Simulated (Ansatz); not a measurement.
GaAs:
```yaml
crystal:
  lattice:
    - [0.00000, 2.87253, 2.87253]
    - [2.87253, 0.00000, 2.87253]
    - [2.87253, 2.87253, 0.00000]
  atoms:
    - { symbol: Ga, position: [0.00000, 0.00000, 0.00000] }
    - { symbol: As, position: [0.75000, 0.75000, 0.75000] }
```

Relaxed with PBE. Special points in fractions of this cell's reciprocal vectors: Γ (0.000, 0.000, 0.000); X (0.500, 0.000, 0.500); U (0.625, 0.250, 0.625); K (0.375, 0.375, 0.750); L (0.500, 0.500, 0.500); W (0.500, 0.250, 0.750).

### Question
List the band energies nearest the valence-band maximum at these points for PBE with spin–orbit coupling in the plane-wave PAW code Ansatz.

### Answer
In eV from the valence-band maximum; about four levels below and three above (degenerate sets whole), none deeper than 8.9 eV; points with the same levels are listed once.

| k | below | above |
|---|---|---|
| Γ | 0.00 0.00 0.00 0.00 | 0.06 0.06 3.49 3.49 |
| X | -2.66 -2.66 -2.58 -2.58 | 1.45 1.45 1.57 1.57 |
| U | -3.75 -3.69 -2.23 -2.22 | 1.88 1.88 4.39 |
| L | -1.28 -1.28 -1.08 -1.08 | 0.77 0.77 4.47 4.47 |
| W | -3.49 -3.36 -3.24 -3.21 | 4.19 4.37 4.59 |

Space group F-43m (zinc blende). The PBE relaxation kept the symmetry of its start.

Potentials: the earlier of the program's two PAW sets.
